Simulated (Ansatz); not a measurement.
CuI (zinc blende)

```
CuI
1.0
    0.00000     2.96969     2.96969
    2.96969     0.00000     2.96969
    2.96969     2.96969     0.00000
I Cu
1 1
Cartesian
  4.45454   4.45454   4.45454
  0.00000   0.00000   0.00000
```

Equation-of-state scan: isotropic scaling of the cell above, V₀ being its volume. Symmetry pins the atoms to their sites.

These are PBEsol (plane waves to 420 eV, PAW, scalar-relativistic; Ansatz, a first-principles code) values and carry that method's errors. k mesh 10×10×10 (Γ-centred), Fermi-Dirac smearing 0.05 eV. The energy includes the smearing's −TS. CuI is run without spin polarisation. CuI was relaxed with its symmetry unable to fall. Spin-orbit coupling is left out, though I is heavy. ΔE is measured from the relaxed starting cell.

```csv
V (Å³/atom),ΔE (meV/atom)
23.571,50.1
24.008,33.5
24.444,20.7
24.880,11.2
25.317,4.8
25.753,1.1
26.190,0.0
26.627,1.1
27.063,4.2
27.499,9.1
27.936,15.7
28.372,23.8
28.809,33.1
```

Question: What is the fitted pressure derivative B₀′?

Answer: 5.2.

Question: What bulk modulus B₀ follows from a third-order Birch-Murnaghan fit?

Answer: 49.3 GPa. Check by three points about V = 26.190 Å³/atom, step 0.437: d²E/dV² ≈ (1.1 − 2·0.0 + 1.1) meV / 0.437² = 0.0115 eV/Å⁶, and V·d²E/dV² × 160.2 = 48.4 GPa.

(Under strain, the slope of the energy per volume gives the stress and its curvature an elastic modulus.)
